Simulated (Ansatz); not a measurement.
ZrIr$_{3}$ (Cu3Au type, Pm-3m), the program Ansatz at the PBE level (PAW), all energies at zero smearing, with the estimated change up to a 700 eV cutoff added, with one set of potentials and settings (totals compare only within such a set). Cell of 4 atoms (1 Zr, 3 Ir): -39992.718 eV.

| element | reference phase | E (eV/atom) |
|---|---|---|
| Zr | P6_3/mmc, 2 atoms in the cell | -4183.8362 |
| Ir | Fm-3m, 1 atoms in the cell | -11935.3137 |

Formation energy per atom, worked out: (-39992.718 − 1×(-4183.8362) − 3×(-11935.3137))/4 = -0.735 eV/atom (-71 kJ per mol of atoms), at 0 K, without zero-point energy or fitted corrections.

The first step of the workflow began from a Materials Project structure, measured or hypothetical; the Crystallography Open Database files this formula in space group No. 221, but the cells were not matched. Its standing as an ambient phase is unchecked. Symmetry was held in the PBE relaxation; whether a distortion lowers the energy is not shown. No spin polarisation was allowed. The references are the lowest solids computed at this level, not always the standard phases. Scalar-relativistic: spin–orbit coupling is off unless named, which matters more the heavier the elements.

Potentials: the later of the program's two PAW sets.
